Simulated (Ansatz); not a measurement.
Re:
```yaml
crystal:
  lattice:
    - [0.00000, 1.94671, 1.94671]
    - [1.94671, 0.00000, 1.94671]
    - [1.94671, 1.94671, 0.00000]
  atoms:
    - { symbol: Re, position: [0.00000, 0.00000, 0.00000] }
```

Relaxed with r²SCAN.

Q: Map the electron localisation function on the plane through (0.000, 0.000, 0.000) spanned by u = [1, 1, 0] and v = [1, -1, 0] in lattice vectors, from the program Ansatz at the r²SCAN level (PAW).

A: x is the fraction of u, y of v (the angle between them is 90°; rows are the nearest grid lines); atoms in the plane: Re at (0.00, 0.00), Re at (0.50, 0.50).
```
|0399501343333333431059930|
|3699401332211122331049963|
|8998302321000001232038998|
|9985112210123210122115899|
|8752013102578752013102578|
|3210122115899985112210123|
|0001232038998998302321000|
|1122331049963699401332211|
|3333431059930399501343333|
|1122331049963699401332211|
|0001232038998998302321000|
|3210122115899985112210123|
|8752013102578752013102578|
|9985112210123210122115899|
|8998302321000001232038998|
|3699401332211122331049963|
|0399501343333333431059930|
```
Scale: ten equal steps from 0.229 (start of '0') to 0.739 (end of '9'), in the order '0123456789'; x runs from 0.000 to 1.00, y from 0.000 (bottom) to 1.00 (top).

The density is the valence pseudo-density with augmentation charge, so density and ELF within about 1 Å of a nucleus are not all-electron values.

Space group Fm-3m (fcc (Cu type)). The cell is a constructed one: a structure type filled with these elements; the Crystallography Open Database files this formula in space group No. 225, but the cells were not matched. It is not the phase usual at ambient conditions (space group No. 194). Symmetry was held in the r²SCAN relaxation; its stability against distortions is not shown here. The run is not spin-polarised. Spin–orbit coupling is left out wherever it is not named.

Potentials: the later of the program's two PAW sets.
